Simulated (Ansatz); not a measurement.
HgSe (zinc blende)

```
CELL_PARAMETERS angstrom
      0.00000     3.06666     3.06666
      3.06666     0.00000     3.06666
      3.06666     3.06666     0.00000
ATOMIC_POSITIONS crystal
  Se 0.25000 0.25000 0.25000
  Hg 0.00000 0.00000 0.00000
```

E(V) scan at fixed shape, V₀ the volume above. Symmetry pins the atoms to their sites.

The numbers are results of PBEsol (plane waves to 420 eV, PAW, scalar-relativistic; Ansatz, an electronic-structure program), not measurements. k mesh 9×9×9 (Γ-centred), Fermi-Dirac smearing 0.05 eV. E stands for the smeared free energy. Stress and pressure are positive under compression. At this level the bands of HgSe touch or barely overlap. HgSe was relaxed with its symmetry unable to fall. Spin-orbit coupling is left out, though Hg is heavy. The zero of ΔE is the relaxed starting cell. The last digit holds for this mesh only.

```csv
V (Å³/atom),ΔE (meV/atom)
24.226,168.2
24.995,109.7
25.764,66.1
26.533,35.0
27.302,14.7
28.071,3.5
28.840,0.0
29.609,3.2
30.378,11.9
31.147,withheld
31.916,43.1
32.685,64.2
33.454,88.1
```

Q: Fit a third-order Birch-Murnaghan form (E₀, V₀, B₀, B₀′ free) to the given rows and predict ΔE at V = 31.147.

A: Least squares on the 12 given rows: ΔE = E₀ + (9V₀B₀/16)·y²·[2 + (B₀′ − 4)y], y = (V₀/V)^(2/3) − 1, with V₀ = 28.838 Å³/atom, B₀ = 51.48 GPa (160.2 GPa = 1 eV/Å³; the term in eV is multiplied by 1000), B₀′ = 5.02, E₀ = 0.03 meV/atom; root-mean-square residual 0.03 meV/atom. At 31.147 the fit gives 25.5 meV/atom; the calculation gives 25.5 meV/atom, the same to the digits shown. For the pressure the fit gives -3.3 GPa against the computed -3.3 GPa.

(A scan under strain: stresses follow from slopes of the energy per volume, elastic moduli from its curvatures.)
